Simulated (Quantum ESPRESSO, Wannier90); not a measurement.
# Tight-binding from DFT: YN (rock salt)

```
begin unit_cell_cart
ang
    0.0000000000    2.4483600000    2.4483600000
    2.4483600000    0.0000000000    2.4483600000
    2.4483600000    2.4483600000    0.0000000000
end unit_cell_cart
begin atoms_frac
Y    0.0000000000  0.0000000000  0.0000000000
N    0.5000000000  0.5000000000  0.5000000000
end atoms_frac
```

Structure: Materials Project mp-2114, symmetrised, not relaxed again. COD (Crystallography Open Database) has an entry of this formula and space group (matched by these alone). Computed values, not measurements, from PBEsol: Quantum ESPRESSO (norm-conserving PseudoDojo potentials, cutoff 68 Ry, no spin polarisation, no spin-orbit coupling) on a Γ-centred 12×12×12 mesh, then Wannier90. Density: 12×12×12 mesh, cold smearing 0.01 Ry. The gap is small at this level and was sampled on the meshes and a path alone.

A tight-binding model is made by disentanglement and projection with no localisation steps (num_iter = 0), so the 8 orbitals stay atom-like: hydrogen-like Y: d; N: p, axes along x, y, z; frozen window up to 1.62 eV relative to the valence-band maximum. It follows pw.x to 11 meV rms for states up to 1.1 eV relative to the valence-band maximum. Matrix elements depend on this choice of orbitals and windows.

The 45 largest hoppings ⟨m,0|H|n,R⟩ between different sites (one of each Hermitian pair; signs follow the real orbitals' lobes; the list may end inside a set of equal values):

| m | n | R | distance of the centres (Å) | t (eV) |
|---|---|---|---|---|
| N2 pz | Y1 dz2 | 0 0 1 | 2.45 | 1.985 |
| N2 pz | Y1 dz2 | 1 1 0 | 2.45 | -1.985 |
| N2 py | Y1 dx2-y2 | 1 0 1 | 2.45 | 1.719 |
| N2 px | Y1 dx2-y2 | 0 1 1 | 2.45 | -1.719 |
| N2 py | Y1 dx2-y2 | 0 1 0 | 2.45 | -1.719 |
| N2 px | Y1 dx2-y2 | 1 0 0 | 2.45 | 1.719 |
| N2 py | Y1 dxy | 1 0 0 | 2.45 | -1.022 |
| N2 pz | Y1 dxz | 0 1 1 | 2.45 | 1.022 |
| N2 px | Y1 dxy | 0 1 0 | 2.45 | -1.022 |
| N2 pz | Y1 dxz | 1 0 0 | 2.45 | -1.022 |
| N2 py | Y1 dxy | 0 1 1 | 2.45 | 1.022 |
| N2 px | Y1 dxz | 0 0 1 | 2.45 | -1.022 |
| N2 pz | Y1 dyz | 1 0 1 | 2.45 | 1.022 |
| N2 px | Y1 dxz | 1 1 0 | 2.45 | 1.022 |
| N2 px | Y1 dxy | 1 0 1 | 2.45 | 1.022 |
| N2 py | Y1 dyz | 1 1 0 | 2.45 | 1.022 |
| N2 pz | Y1 dyz | 0 1 0 | 2.45 | -1.022 |
| N2 py | Y1 dyz | 0 0 1 | 2.45 | -1.022 |
| N2 py | Y1 dz2 | 0 1 0 | 2.45 | -0.993 |
| N2 px | Y1 dz2 | 1 0 0 | 2.45 | -0.993 |
| N2 py | Y1 dz2 | 1 0 1 | 2.45 | 0.993 |
| N2 px | Y1 dz2 | 0 1 1 | 2.45 | 0.992 |
| Y1 dyz | Y1 dyz | 0 1 -1 | 3.46 | -0.781 |
| Y1 dyz | Y1 dyz | 1 0 0 | 3.46 | -0.781 |
| Y1 dxz | Y1 dxz | 0 1 0 | 3.46 | -0.781 |
| Y1 dxy | Y1 dxy | 1 -1 0 | 3.46 | -0.781 |
| Y1 dxy | Y1 dxy | 0 0 1 | 3.46 | -0.781 |
| Y1 dxz | Y1 dxz | 1 0 -1 | 3.46 | -0.781 |
| N2 py | N2 px | 1 -1 0 | 3.46 | -0.250 |
| N2 py | N2 pz | 0 1 -1 | 3.46 | -0.250 |
| N2 pz | N2 px | 0 1 0 | 3.46 | 0.250 |
| N2 px | N2 pz | 1 0 -1 | 3.46 | -0.250 |
| N2 pz | N2 py | 1 0 0 | 3.46 | 0.250 |
| N2 px | N2 py | 0 0 1 | 3.46 | 0.250 |
| N2 py | N2 pz | 1 0 0 | 3.46 | 0.250 |
| N2 pz | N2 px | 1 0 -1 | 3.46 | -0.250 |
| N2 py | N2 px | 0 0 1 | 3.46 | 0.250 |
| N2 pz | N2 py | 0 1 -1 | 3.46 | -0.250 |
| N2 px | N2 py | 1 -1 0 | 3.46 | -0.250 |
| N2 px | N2 pz | 0 1 0 | 3.46 | 0.250 |
| Y1 dxz | Y1 dxz | 1 -1 0 | 3.46 | 0.247 |
| Y1 dxy | Y1 dxy | 0 1 0 | 3.46 | 0.247 |
| Y1 dxz | Y1 dxz | 1 0 0 | 3.46 | 0.247 |
| Y1 dxz | Y1 dxz | 0 1 -1 | 3.46 | 0.247 |
| Y1 dxy | Y1 dxy | 0 1 -1 | 3.46 | 0.247 |
